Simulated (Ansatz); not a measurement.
Each is relaxed and computed with r²SCAN in the plane-wave PAW code Ansatz. Which is the only metal?
(A) Cs2YAgF6, Fm-3m (Cs on 8c, Y on 4b, Ag on 4a, F on 24e)
(B) ZnGeAs2, chalcopyrite
(C) YF3, Pnma (Y on 4c, F on 8d, F on 4c)
(D) Y5Co4Ge10, P4/mbm (Pearson symbol tP38)

D, Y5Co4Ge10, P4/mbm (Pearson symbol tP38). Y5Co4Ge10: metal; ZnGeAs2: gap 0.60 eV (direct); YF3: gap 8.67 eV; Cs2YAgF6: gap 3.89 eV (indirect). Standing as an ambient phase not checked: Y5Co4Ge10, P4/mbm (Pearson symbol tP38); ZnGeAs2, chalcopyrite; YF3, Pnma (Y on 4c, F on 8d, F on 4c); Cs2YAgF6, Fm-3m (Cs on 8c, Y on 4b, Ag on 4a, F on 24e). All cells were relaxed under the symmetry of their starts (and spin orders); stability against distortions was not tested throughout. Rows with no word on spin ran without spin polarisation. Spin–orbit coupling is left out wherever it is not named.

Potentials: the later of the program's two PAW sets.
